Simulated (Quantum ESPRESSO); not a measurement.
MgGa3SeP3, convergence and cost over cutoff and k mesh

Simulated, not a measurement. The program is pw.x of Quantum ESPRESSO 7.5 (plane-wave density functional theory). The cell is made up: 8 atoms on a zincblende/diamond lattice, with randomly drawn elements, strain and displacements, not relaxed. PseudoDojo standard norm-conserving files (v0.5 for PBE, v0.4.1 for LDA and PBEsol) set the functional; there is no spin polarisation, spin-orbit coupling or dispersion term, and the masses in the input are unused placeholders.

Input of the run in row 4:

```
&control calculation='scf', pseudo_dir='./dojo.nc.sr.pbe.v0_5.standard.upf', outdir='./o', disk_io='low', tprnfor=.true., tstress=.true. /
&system ibrav=0, nat=8, ntyp=4, nbnd=46, ecutwfc=85.99341389, nosym=.true., tot_charge=0,
 occupations='smearing', smearing='fd', degauss=0.0018374661
/
&electrons conv_thr=7.350e-09, electron_maxstep=60, /
ATOMIC_SPECIES
Ga 1.0 Ga.upf
Mg 1.0 Mg.upf
P 1.0 P.upf
Se 1.0 Se.upf
CELL_PARAMETERS angstrom
5.5809 0.0 0.0
0.0 5.5809 0.0
0.0 0.0 5.5809
ATOMIC_POSITIONS angstrom
Mg 0.006 0.0144 -0.0103
Ga -0.0343 2.8696 2.7278
Ga 2.7077 -0.0018 2.7486
Ga 2.8091 2.8427 -0.06
Se 1.4638 1.352 1.3178
P 1.3813 4.2004 4.1613
P 4.154 1.325 4.2329
P 4.2148 4.187 1.3202
K_POINTS automatic
4 4 4 1 1 1
```

The same cell was run at these settings. Meshes are shifted by half a step, and differences are from the last row, which is itself not exact.

```
cutoff (eV)     k mesh  k points solved  threshold (eV)  free energy less the last row's (eV)  pressure (GPa)  largest stress difference (GPa)  largest force difference (eV/Å)  iterations  wall time (s)  k-point pools              processor
        819  2 x 2 x 2                4           1e-04                                 3.997          -29.79                            33.10                            0.052           7             10              4  AMD EPYC, Zen 5 class
       1170  2 x 2 x 2                4           1e-07                                 0.378            3.64                             0.38                            0.031          10             19              4  AMD EPYC, Zen 5 class
        732  4 x 4 x 4               32           1e-07                                15.701         -106.39                           109.68                            0.055          10             29              4  AMD EPYC, Zen 5 class
       1170  4 x 4 x 4               32           1e-07                                 0.007            3.29                             0.00                            0.004          10             72              4  AMD EPYC, Zen 5 class
       1467  6 x 6 x 6              108           1e-07                                 0.000            3.28                             0.00                            0.000          10            246              4  AMD EPYC, Zen 5 class
```

Each pool is one process. Wall times include start-up and a band step at six k points, which weighs most on the coarsest meshes. The runs were on shared virtual cores whose load varied, so times are rough.